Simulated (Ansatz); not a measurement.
Space group I4/mmm (No. 139). a = 13.038 Å, b = 13.038 Å, c = 5.249 Å, α = 90.00°, β = 90.00°, γ = 90.00°
| atom | site | symmetry | x | y | z |
| --- | --- | --- | --- | --- | --- |
| Si | 16l | m.. | 0.8813 | 0.7102 | 0.5000 |
| O | 16k | ..2 | 0.8572 | 0.6428 | 0.2500 |
| O | 8j | m2m. | 0.0000 | 0.7430 | 0.5000 |
| O | 8h | m.2m | 0.8133 | 0.8133 | 0.5000 |

Equation of state of this SiO₂ structure (not necessarily the ground state), with shape and atoms relaxed at each volume where symmetry leaves them free. Method: DFT r2SCAN, scalar-relativistic, plane waves, PAW (Ansatz).

Settings: cutoff 500 eV, Γ-centred mesh 6×6×6 on the computed 24-atom cell, Gaussian smearing of 0.02 eV; no spin polarisation.

```tsv
V (Å³/atom)	E − E(largest V) (meV/atom)	P (GPa)	gap on mesh (eV)
16.356	-6.01	5.10	6.41
16.914	-21.26	3.68	6.36
17.472	-31.83	2.42	6.31
18.029	-38.20	1.24	6.28
18.587	-40.42	0.00	6.26
19.145	-37.54	-1.78	6.23
19.702	-27.21	-4.21	6.17
20.446	0.00	-7.46	6.02
```

Does one Birch–Murnaghan curve describe these points?

Not well: the fit leaves 0.77 meV/atom rms, which suggests a change of structure or state along the series.

The gaps are read on the mesh, which can miss the band edges, so they can be too wide.

This form isn't the usual stable structure of the compound.

Cost: 8 runs of about 50 core-minutes in all, on AMD EPYC 9R45 (Zen 5) (shared hosts).